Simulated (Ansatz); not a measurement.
Na2Te:
```cif
data_Na8Te4
_chemical_formula_sum 'Na8 Te4'
_space_group_name_H-M_alt 'Fm-3m'
_space_group_IT_number 225
_space_group_name_Hall '-F 4 2 3'
_cell_length_a 7.27866
_cell_length_b 7.27866
_cell_length_c 7.27866
_cell_angle_alpha 90.000
_cell_angle_beta 90.000
_cell_angle_gamma 90.000
loop_
_atom_site_label
_atom_site_type_symbol
_atom_site_symmetry_multiplicity
_atom_site_Wyckoff_symbol
_atom_site_fract_x
_atom_site_fract_y
_atom_site_fract_z
_atom_site_occupancy
Na1 Na 8 c 0.25000 0.25000 0.25000 1
Te1 Te 4 a 0.00000 0.00000 0.00000 1
```
(The calculation used a cell of 3 atoms; values per cell refer to that cell.)

Relaxed with r²SCAN.

Task: Which orbitals make up the states near the band edges in plane-wave PAW r²SCAN (Ansatz code)?

Result: Top 1 eV of the valence band: Te 5p 95 %. Bottom 1 eV of the conduction band: Na 3s 42 %, Te 5s 14 %, Te 5p 9 %, outside the projected shells 35 %. Projections are on Löwdin-orthogonalised atomic valence shells; empty p or d shells of many metals are not among them.

Task: Tabulate the density of states.

Result: States/eV per cell of 3 atoms, in 0.25 eV bins, energy from the valence-band maximum.

```tsv
E (eV)	total	Te 5p	Na 3s	Te 5s
-7.85	0.00	0.00	0.00	0.00
-7.60	0.00	0.00	0.00	0.00
-7.35	0.00	0.00	0.00	0.00
-7.10	0.00	0.00	0.00	0.00
-6.85	0.00	0.00	0.00	0.00
-6.60	0.00	0.00	0.00	0.00
-6.35	0.00	0.00	0.00	0.00
-6.10	0.00	0.00	0.00	0.00
-5.85	0.00	0.00	0.00	0.00
-5.60	0.00	0.00	0.00	0.00
-5.35	0.00	0.00	0.00	0.00
-5.10	0.00	0.00	0.00	0.00
-4.85	0.00	0.00	0.00	0.00
-4.60	0.00	0.00	0.00	0.00
-4.35	0.00	0.00	0.00	0.00
-4.10	0.00	0.00	0.00	0.00
-3.85	0.00	0.00	0.00	0.00
-3.60	0.00	0.00	0.00	0.00
-3.35	0.00	0.00	0.00	0.00
-3.10	0.00	0.00	0.00	0.00
-2.85	0.00	0.00	0.00	0.00
-2.60	0.00	0.00	0.00	0.00
-2.35	0.00	0.00	0.00	0.00
-2.10	0.00	0.00	0.00	0.00
-1.85	0.08	0.06	0.02	0.00
-1.60	2.68	1.99	0.65	0.02
-1.35	3.90	2.98	0.83	0.05
-1.10	1.63	1.33	0.25	0.03
-0.85	2.49	2.17	0.27	0.02
-0.60	4.45	4.19	0.17	0.01
-0.35	5.89	5.72	0.07	0.01
-0.10	2.87	2.82	0.01	0.00
0.15	0.00	0.00	0.00	0.00
0.40	0.00	0.00	0.00	0.00
0.65	0.00	0.00	0.00	0.00
0.90	0.00	0.00	0.00	0.00
1.15	0.00	0.00	0.00	0.00
1.40	0.00	0.00	0.00	0.00
1.65	0.00	0.00	0.00	0.00
1.90	0.00	0.00	0.00	0.00
2.15	0.00	0.00	0.00	0.00
2.40	0.00	0.00	0.00	0.00
2.65	0.00	0.00	0.00	0.00
2.90	0.03	0.00	0.02	0.01
3.15	0.08	0.01	0.05	0.02
3.40	0.16	0.02	0.08	0.03
3.65	0.55	0.04	0.15	0.04
3.90	0.99	0.08	0.30	0.07
4.15	1.70	0.15	0.64	0.13
4.40	2.32	0.16	0.88	0.14
4.65	1.86	0.11	0.69	0.09
4.90	0.48	0.03	0.28	0.02
5.15	0.76	0.03	0.46	0.00
5.40	3.16	0.19	1.52	0.05
5.65	2.40	0.15	1.14	0.03
5.90	1.16	0.05	0.51	0.00
6.15	3.07	0.13	0.87	0.03
6.40	2.98	0.18	0.75	0.02
6.65	3.38	0.25	0.90	0.01
6.90	2.50	0.19	0.61	0.01
7.15	2.33	0.10	0.31	0.01
7.40	1.60	0.07	0.20	0.01
```

The first step of the workflow began from a Materials Project structure, measured or hypothetical; the Crystallography Open Database files this formula in space group No. 225, but the cells were not matched. Whether it is the stable phase at ambient conditions was not checked. The r²SCAN relaxation kept the symmetry of its start; its stability against distortions is not shown here. Scalar-relativistic: spin–orbit coupling is off unless named, which matters more the heavier the elements.

Potentials: the later of the program's two PAW sets.
